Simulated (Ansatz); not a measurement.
Relaxed-ion elastic tensor of BN (zinc blende, space group No. 216) in GPa (Voigt order), plane-wave PAW PBE (Ansatz code); density 3.46 g/cm³, 5.95 Å³ per atom.

```
778  168  168  0.0  0.0  0.0
168  778  168  0.0  0.0  0.0
168  168  778  0.0  0.0  0.0
0.0  0.0  0.0  441  0.0  0.0
0.0  0.0  0.0  0.0  441  0.0
0.0  0.0  0.0  0.0  0.0  441
```

Problem. Is the crystal mechanically stable?

Solution. Yes: the smallest eigenvalue of C is 441 GPa.

Problem. Work out the Voigt, Reuss and Hill averages.

Solution. K_V = 371, K_R = 371, K_H = 371; G_V = 387, G_R = 374, G_H = 381 GPa.

Problem. Give Young's modulus, Poisson's ratio, Pugh's ratio and the universal anisotropy index.

Solution. E = 9KG/(3K + G) = 851 GPa; ν = 0.12; K/G = 0.98 (brittle by the Pugh limit of 1.75); A_U = 5G_V/G_R + K_V/K_R − 6 = 0.17.

Problem. Estimate the sound speeds and the Debye temperature.

Solution. v_l = √((K + 4G/3)/ρ) = 15900 m/s, v_t = √(G/ρ) = 10500 m/s, mean 11500 m/s; Θ = (h/k)(3n/4πV)^(1/3) v_m = 1890 K.

Problem. Give the Zener ratio and Young's modulus along [100], [110] and [111].

Solution. A = 2C44/(C11 − C12) = 1.45; 1/E = S11 − 2(S11 − S12 − S44/2)Γ with Γ = 0, 1/4, 1/3 gives 718, 878, 948 GPa.

Problem. Solve the Christoffel equation for the three sound speeds along [100], [110], [111].

Solution. Eigenvalues of C_ijkl n_j n_l equal ρv² (piezoelectric stiffening left out). In km/s, slowest first: [100] 11.29, 11.29, 14.99; [110] 9.39, 11.29, 16.25; [111] 10.06, 10.06, 16.65.

Space group F-43m (zinc blende). The cell was relaxed with PBE under the symmetry of its start; phonons on a q-mesh show no instability.

Potentials: the later of the program's two PAW sets.
